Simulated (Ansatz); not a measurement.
Ga2O3:
```xyz
5
Lattice="1.4811 0.8551 6.8738 -1.4811 0.8551 6.8738 0.0000 -1.7103 6.8738" Properties=species:S:1:pos:R:3 pbc="T T T"
Ga     0.0000     0.0000     8.2546
Ga     0.0000     0.0000    12.3667
O      0.0000     0.0000     0.0000
O      0.0000     0.0000     4.7705
O      0.0000     0.0000    15.8508
```

This is the LDA-relaxed structure.

### Question
All from DFT-LDA in the program Ansatz with PAW potentials, unless another level is named. Predict the band gap.

### Answer
2.64 eV (direct).

### Question
Give the electron effective mass.

### Answer
0.27, 0.27, 0.34 mₑ (principal values).

### Question
Give the valence-band maximum.

### Answer
at Γ.

Space group R-3m. The cell is a constructed one: a structure type filled with these elements; neither database checked (COD, Materials Project) lists it. It is not the phase usual at ambient conditions (space group No. 12, 167). Symmetry was held in the LDA relaxation. At this level the phase is dynamically unstable (imaginary phonons). A crystal of weakly bound layers computed without a dispersion correction: the cell and the soft elastic constants depend strongly on that. Scalar-relativistic: spin–orbit coupling is off unless named, which matters more the heavier the elements.

Potentials: the later of the program's two PAW sets.
